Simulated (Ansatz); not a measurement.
MgS in the rocksalt structure, relaxed with r2SCAN: 6 runs in Ansatz, each a calculation of independent-particle optics. It is cubic, Fm-3m (No. 225); a = 5.203 Å in the conventional setting, 17.61 Å³ an atom. Around Mg lie 6 S at 2.60 Å; around S lie 6 Mg at 2.60 Å. Calculated for a static, non-magnetic cell.

```xyz
2
Lattice="0.0000 2.6015 2.6015 2.6015 0.0000 2.6015 2.6015 2.6015 0.0000" Properties=species:S:1:pos:R:3 pbc="T T T"
Mg    0.0000    0.0000    0.0000
S     2.6015    2.6015    2.6015
```

On meshes this coarse, single peaks can be features of the mesh. No local fields, no excitons; the zone sum runs over the cells of the mesh, and ε∞ includes the bands left out of the spectrum. Up to four peaks are listed, those above 15 % of the tallest and inside the complete range; the four can differ from row to row. Rows marked drawn have settings drawn at random (some not listed).

| functional | k mesh | broadening (eV) | scissors (eV) | range (eV) | settings | direct gap on the mesh before scissors (eV) | ε∞ xx | ε∞ yy | ε∞ zz | complete up to (eV) | tallest peaks of mean ε₂ (eV) |
| --- | --- | --- | --- | --- | --- | --- | --- | --- | --- | --- | --- |
| PBE | 6×6×6 | 0.1 | 0.00 | 0–16 | chosen | 3.72 | 5.90 | 5.90 | 5.90 | 16.0 | 6.10 7.50 |
| r2SCAN | 6×6×6 | 0.1 | 0.00 | 0–16 | chosen | 4.64 | 5.15 | 5.15 | 5.15 | 16.0 | 6.80 8.20 |
| PBE | 6×6×6 | 0.1 | 1.10 (to HSE06) | 0–16 | chosen | 3.72 | 5.21 | 5.21 | 5.21 | 16.0 | 7.20 8.65 |
| PBE | 6×6×6 | 0.05 | 0.60 | 0–15 | drawn | 3.72 | 5.50 | 5.50 | 5.50 | 15.0 | 6.60 8.20 |
| PBEsol | 6×6×6 | 0.03 | 2.50 | 0–30 | drawn | 3.59 | 4.69 | 4.69 | 4.69 | 30.0 | 8.50 9.90 10.10 10.45 |

Task: Estimate from these rows what the further settings give.
```tsv
functional	k mesh	broadening (eV)	scissors (eV)	range (eV)	settings
PBE	6×6×6	0.4	0.00	0–20	drawn
```

Result:

| functional | k mesh | broadening (eV) | scissors (eV) | range (eV) | settings | direct gap on the mesh before scissors (eV) | ε∞ xx | ε∞ yy | ε∞ zz | complete up to (eV) | tallest peaks of mean ε₂ (eV) |
| --- | --- | --- | --- | --- | --- | --- | --- | --- | --- | --- | --- |
| PBE | 6×6×6 | 0.4 | 0.00 | 0–20 | drawn | 3.72 | 5.91 | 5.91 | 5.91 | 20.0 | 6.00 7.60 |

The fundamental gap is indirect (2.79 eV with PBE on 6×6×6); the table holds the direct one.
